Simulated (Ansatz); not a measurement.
## What DFT gives for CuS

```
CELL_PARAMETERS angstrom
1.88658 3.26766 0.00000
-1.88658 3.26766 0.00000
0.00000 0.00000 12.32661
ATOMIC_POSITIONS crystal
Cu 0.00000 0.00000 0.00000
Cu 0.00000 0.00000 0.50000
Cu 0.33333 0.33333 0.25000
Cu 0.66667 0.66667 0.75000
S 0.00000 0.00000 0.18750
S 0.00000 0.00000 0.68750
S 0.33333 0.33333 0.43750
S 0.66667 0.66667 0.93750
```

The numbers come from plane-wave PAW DFT (Ansatz): PBEsol, spin-orbit coupling, 420 eV, 10×10×3 Γ-centred k points, fermi-dirac occupations (width 0.1 eV). Nothing was relaxed.

The state carries no moments; the state need not be the lowest.

Q: Where is the largest force?

A: The largest is on Cu1 (and as large on other atoms): 0.10 eV/Å, components (0.00, 0.00, 0.10). It makes 109° with the line to a nearest neighbour, S8 at 2.31 Å.

Q: Is the cell too large or too small?

A: The pressure is -8.6 GPa (compression positive), so with the atoms held at these fractions the cell would first shrink.

Q: Metal or insulator?

A: It is a metal, with about 7.9 states/eV a cell as the mean within 0.25 eV of the Fermi level, mostly S p (58 %) and Cu d (38 %).

Q: Which element gives electrons and which takes them?

A: Bader charges in e: Cu +0.59, S -0.59. In the mean Cu gives up most and S takes most.

Origin: a known structure type with other elements, at an estimated volume, so it need not be a known compound. Caveats: the SCF threshold is loose for a stress.
